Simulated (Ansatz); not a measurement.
In₂O₃:
```
In2O3
1.0
    2.75386     1.58994     4.85412
   -2.75386     1.58994     4.85412
    0.00000    -3.17989     4.85412
In O
4 6
Direct
  0.14295   0.14295   0.14295
  0.85705   0.85705   0.85705
  0.35705   0.35705   0.35705
  0.64295   0.64295   0.64295
  0.54660   0.25000   0.95340
  0.45340   0.75000   0.04660
  0.95340   0.54660   0.25000
  0.04660   0.45340   0.75000
  0.25000   0.95340   0.54660
  0.75000   0.04660   0.45340
```

r²SCAN (plane waves, PAW; program Ansatz) gives a gap of 1.80 eV without spin–orbit coupling, maximum on the Γ–S0 line, 54 % of the way from Γ, minimum at Γ.

What happens when spin–orbit coupling is switched on?

The gap is nearly the same, to 1.80 eV; maximum on the Γ–S0 line, 54 % of the way from Γ, minimum at Γ.

Give the electron effective mass with spin–orbit coupling.

0.19 mₑ (isotropic).

Give the hole effective mass with spin–orbit coupling.

0.70, 2.7, 15 mₑ (principal values).

Space group R-3c (corundum). The workflow started from a Materials Project entry (that database holds measured and hypothetical structures alike); the Crystallography Open Database files this formula in space group No. 167, but the cells were not matched. It is not the phase usual at ambient conditions (space group No. 206). Symmetry was held in the r²SCAN relaxation; whether a distortion lowers the energy is not shown.

Potentials: the later of the program's two PAW sets.
